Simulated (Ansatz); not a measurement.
YHSe:
```
YHSe
1.0
    3.83893     0.00000     0.00000
   -1.91947     3.32461     0.00000
    0.00000     0.00000     3.91904
Y H Se
1 1 1
Direct
  0.00000   0.00000   0.00000
  0.33333   0.66667   0.00000
  0.66667   0.33333   0.50000
```

Relaxed with r²SCAN. Special points in fractions of this cell's reciprocal vectors: Γ (0.000, 0.000, 0.000); M (0.500, 0.000, 0.000); K (0.333, 0.333, 0.000); A (0.000, 0.000, 0.500); L (0.500, 0.000, 0.500); H (0.333, 0.333, 0.500).

Q: List the band energies nearest the valence-band maximum at these points for DFT-r²SCAN in the program Ansatz with PAW potentials.

A: In eV from the valence-band maximum; about four levels below and three above (degenerate sets whole), none deeper than 8.9 eV; points with the same levels are listed once.

| k | below | above |
|---|---|---|
| Γ | -3.52 -1.62 -1.40 -1.40 | 2.07 4.34 4.34 |
| M | -5.25 -2.29 -2.02 -1.36 | 3.27 3.91 4.99 |
| K | -4.49 -3.83 -2.28 -0.67 | 2.65 3.43 3.71 |
| A | -6.25 -1.03 -1.03 0.00 | 2.35 2.35 4.32 4.32 |
| L | -3.81 -3.55 -3.18 -2.19 | 4.30 5.42 5.50 |
| H | -3.83 -3.53 -3.08 -2.43 | 4.75 5.00 5.79 |

Space group P-6m2. The workflow started from a Materials Project entry (that database holds measured and hypothetical structures alike); the Crystallography Open Database copy checked does not list it. Whether it is the stable phase at ambient conditions was not checked. The r²SCAN relaxation kept the symmetry of its start; whether a distortion lowers the energy is not shown. The run is not spin-polarised. Scalar-relativistic: spin–orbit coupling is off unless named, which matters more the heavier the elements.

Potentials: the later of the program's two PAW sets.
